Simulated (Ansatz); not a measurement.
Method: DFT PBE, scalar-relativistic, plane waves, PAW (Ansatz). Plane waves to 420 eV, a 12×12×4 mesh through Γ for the 8-atom cell and 0.02 eV Gaussian smearing; no spin polarisation.

Formation energies are uncorrected and count from the elements' standard states at the same level.

Q: Propose a candidate for a trigonal narrow-gap semiconductor that holds Te and 2 more elements, with a gap near 0.4 eV, a formation energy near −0.68 eV/atom and about 27 Å³ per atom, in a cell of 8 atoms.

A: Mg3CdTe4, space group P-3m1 (No. 164). Around Mg on a site of symmetry -3m lie 6 Te at 3.00 Å and 2 Mg at 3.43 Å; around Mg on a site of symmetry 3m lie 6 Te at 2.99–3.01 Å, 1 Mg at 3.43 Å and 1 Cd at 3.49 Å; Cd has 6 Te at 3.05 Å and 2 Mg at 3.49 Å; around Te on its first site lie 6 Mg at 3.00–3.01 Å; 1 more site not described.

```xyz
8
Lattice="4.2681 0.0000 0.0000 -2.1340 3.6963 0.0000 0.0000 0.0000 13.8543" Properties=species:S:1:pos:R:3 pbc="T T T"
Mg    0.0000    0.0000    0.0000
Mg    0.0000    0.0000   10.4214
Mg    0.0000    0.0000    3.4329
Cd    0.0000    0.0000    6.9271
Te    0.0000    2.4642   12.1421
Te    0.0000    2.4642    5.1232
Te    2.1340    1.2321    1.7122
Te    2.1340    1.2321    8.7311
```

The volume per atom is 27.32 Å³, the density is 5.29 g/cm³ and the energy over the elements is −0.684 eV/atom. The gap on the 12×12×4 mesh of the 8-atom cell is 0.38 eV.

The structure comes from a generated guess, relaxed at this level; another structure or a mixture of phases may lie lower. Other answers may fit too; this one was computed.

These runs have no spin–orbit coupling, which can matter for Te. Kohn–Sham gaps at this level usually fall short of measured ones. The missing spin–orbit coupling can work the other way here. The reference form of Te is held partly by dispersion forces, which this level lacks. Small gaps are read on the mesh alone, and bands can cross between its points. A later test with randomly moved atoms came back to the same energy, though modes that don't fit the test's cell weren't probed.
